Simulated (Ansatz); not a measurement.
With PBEsol in the plane-wave PAW code Ansatz, MoPd in the rock salt structure (Fm-3m) relaxes to a = 5.145 Å. Pd has 6 nearest neighbours from 2.57 Å (octahedral); Mo has 6 nearest neighbours from 2.57 Å (octahedral). Against the elements it lies at 1.14 eV/atom, with no fitted shifts.

Electronic character: metallic (no gap). Gap from PBEsol with spin–orbit coupling: none (metallic).

The bulk modulus is 192 GPa. The relaxed-ion elastic constants in GPa are C11 = 294, C12 = 142, C44 = -8.8. The highest mode at Γ lies at 17.7 meV.

The start of the workflow was typed in or built on a structure type; neither database checked (COD, Materials Project) lists it. Whether it is the stable phase at ambient conditions was not checked. The PBEsol relaxation kept the symmetry of its start. At this level the phase is mechanically unstable. No spin polarisation was allowed. Its formation energy is positive at this level, so the cell may be metastable or incomplete. As this level gives no gap, shear constants depend on the k-mesh and smearing (Fermi–Dirac, 0.1 eV here). The references are the lowest solids computed at this level, not always the standard phases. Scalar-relativistic: spin–orbit coupling is off unless named, which matters more the heavier the elements.

Potentials: the earlier of the program's two PAW sets. The files were generated under PBE; for other functionals the program regenerates the frozen cores, and for LDA and PBEsol the local potential too.
